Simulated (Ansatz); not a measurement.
A trial cell of HfN was relaxed with PBE (plane waves to 420 eV, PAW, scalar-relativistic; Ansatz, an electronic-structure program).

Before: I4/mmm (No. 139), tI8; a = b = 3.7139 Å, c = 10.3535 Å, α = β = γ = 90.00°.

After relaxation:

Simulated powder pattern, neutron, λ = 1.5401 Å (kinematic, ideal powder, no thermal factors, coherent scattering alone; the 24 strongest lines at most, above 1 %, up to 2θ = 90°):

```tsv
2θ (°)	I/Imax (%)
26.81	100
35.11	1.1
38.28	51
45.39	19
53.50	58
55.25	27
60.84	47
62.45	46
74.20	36
80.52	66
81.95	16
88.14	15
```

Identify the relaxed structure from its pattern: crystal system, space group and cell.

Tetragonal, P4/mmm (No. 123), tP2; a = 3.3215 Å, b = 3.3215 Å, c = 3.9915 Å, α = 90.00°, β = 90.00°, γ = 90.00°. Sites: Hf 1a (0.000, 0.000, 0.000); N 1b (0.000, 0.000, 0.500).

Index the strongest lines.

26.81° (100), 38.28° (110), 53.50° (102), 60.84° (112), 80.52° (212).

No spin polarisation in the result. The relaxed primitive cell holds an odd number of electrons. A magnetic state may lie lower.

The run could not lower the symmetry of its start; a shaken copy of this end point relaxes with PBE to Fm-3m (No. 225), 2.44 eV/atom lower.

The relaxed structure here is a generated cell of HfN: the first start was made by a random draw of sites in a space group, and the end was not matched to a known phase here, so it may be hypothetical. Known forms of HfN include space group No. 225.
